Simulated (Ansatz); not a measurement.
**Question.** Volume from LDA minus that from r²SCAN (% of the latter), each on its own relaxed cell (Ansatz, a quantum-chemistry and plane-wave program, plane waves, PAW; no spin–orbit coupling, no Hubbard U), over 35 phases of the class «sulfides, selenides and tellurides»: what sign and size do you expect?

**Answer.** Mean -6.7 %, median -6.4 %, mean absolute 6.7 %; eight in ten lie between -9.4 and -5.1 %, and 0 % are above zero.

Some cases that may be named, with their rank among the 35 from the lowest: Sb2Se3, Pnma (Pearson symbol oP20) -12.6 % (rank 1); MoS2, R3m (Mo on 3a, S on 3a, S on 3a) -11.2 % (rank 2); YHSe, P-6m2 (Y on 1a, H on 1c, Se on 1f) -6.4 % (rank 17); Cd2TeS, P3m1 (Cd on 1c, Cd on 1a, Te on 1a, S on 1c) -6.4 % (rank 18); MgS, wurtzite -3.6 % (rank 34); MgS, zinc blende -3.6 % (rank 35).

The phases are those computed here (of each formula those with measured values and the lowest at some level), not a balanced benchmark, and neither functional is the truth. Pairs that end in unlike spin orders or unlike minima (c/a over 6 % apart, 30 % for weakly bound crystals), magnets with 4f shells, solids of gases and phases set aside for tests are left out.

5 are weakly bound layers, chains or molecules.

Standing as an ambient phase not checked: Cd2TeS, P3m1 (Cd on 1c, Cd on 1a, Te on 1a, S on 1c); YHSe, P-6m2 (Y on 1a, H on 1c, Se on 1f); MgS, wurtzite; MgS, zinc blende. Weakly bound layers, chains or molecules computed without a dispersion correction, so cells and soft constants are ill determined: Sb2Se3, Pnma (Pearson symbol oP20) with LDA; Sb2Se3, Pnma (Pearson symbol oP20) with r²SCAN; MoS2, R3m (Mo on 3a, S on 3a, S on 3a) with LDA; MoS2, R3m (Mo on 3a, S on 3a, S on 3a) with r²SCAN. All cells were relaxed under the symmetry of their starts (and spin orders); stability against distortions was not tested throughout. Named crystals with no word on spin ran without spin polarisation. Scalar-relativistic: spin–orbit coupling is off unless named, which matters more the heavier the elements.

Potentials: the later of the program's two PAW sets.

Ansatz is a plane-wave DFT program.
